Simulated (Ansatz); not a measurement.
# Scan of one atom of the cell for NiO (rock salt)

Relaxed NiO (rock salt):

```xyz
2
Lattice="0.0000 2.1087 2.1087 2.1087 0.0000 2.1087 2.1087 2.1087 0.0000" Properties=species:S:1:pos:R:3 pbc="T T T"
O      0.0000     0.0000     0.0000
Ni     2.1087     2.1087     2.1087
```

Scan: atom 1 (O, nearest neighbour Ni at 2.109 Å; its periodic images, 3.0 Å or more away, move with it) is displaced along Cartesian [110], direction (0.707, 0.707, 0.000) in Cartesian axes, by s. The other atoms stay.

Computed with PBE (plane waves to 420 eV, PAW, scalar-relativistic; Ansatz, a first-principles code). k mesh 15×15×15 (Γ-centred), Fermi-Dirac smearing 0.05 eV. E stands for the smeared free energy. Stress and pressure are positive under compression. With partly filled bands, energies and forces of such displacements shift with the k mesh and the smearing. F∥ is the force on the atom along that direction. NiO is run spin-polarised and with no Hubbard U; the real compound is an antiferromagnetic insulator, a state that this run doesn't describe. NiO was relaxed with its symmetry unable to fall. Relaxed NiO ends ferromagnetic. The PAW data are Ansatz's earlier set. The magnetic order is the one the run started from; other orders were not tried. The zero of ΔE is the undisplaced structure.

```
s (Å)   ΔE (eV/cell)  moment (μB/cell)  F∥ (eV/Å)  P (GPa)
------  ------------  ----------------  ---------  -------
-0.420         0.279              1.90      2.003     16.7
-0.336         0.140              1.96      1.307     11.1
-0.252         0.058              1.97      0.683      6.7
-0.168         0.020              1.94      0.265      3.5
-0.084         0.005              1.85      0.114      1.0
0.000          0.000              1.81      0.000      0.0
0.084          0.005              1.85     -0.114      1.0
0.168          0.020              1.94     -0.265      3.5
0.252          0.058              1.97     -0.683      6.7
0.336          0.140              1.96     -1.307     11.1
0.420          0.279              1.90     -2.003     16.7
```

Key numbers:

| Property | Result |
|---|---|
| Energy at s = 0.420 Å | 279 meV/cell |
| Force along the line at s = -0.420 Å | 2.00 eV/Å |
| Symmetry of the curve | even: the same for both signs |
| Shape of the curve | a single well with its minimum at or next to zero displacement |

(For displaced atoms, the force is minus the slope of the energy, and its curvature is a force constant, which sets phonon frequencies.)
